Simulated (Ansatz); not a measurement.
Equation of state of magnesium, omega (AlB2-type)

Theory: DFT, LDA (PW92), plane waves (420 eV) with PAW, scalar-relativistic (Ansatz 0.2.0). (PAW data from PBE, frozen cores regenerated.)

The cell is scaled uniformly from the relaxed one, with fractional coordinates and shape fixed. Energies are extrapolated to zero smearing, pressures are those at the given smearing. Magnetic state: spin not included.

```csv
V (Å³/atom),E − E₀ (meV/atom),P (GPa)
19.299,44.2,6.13
20.177,17.9,3.64
21.054,3.9,1.62
21.931,0.0,-0.04
22.808,4.3,-1.39
23.685,15.2,-2.49
24.563,31.6,-3.38
```

(1) Fit a third-order Birch-Murnaghan equation.

## Answers

(1) V₀ = 21.89 Å³/atom, B₀ = 38 GPa, B₀′ = 4.1.
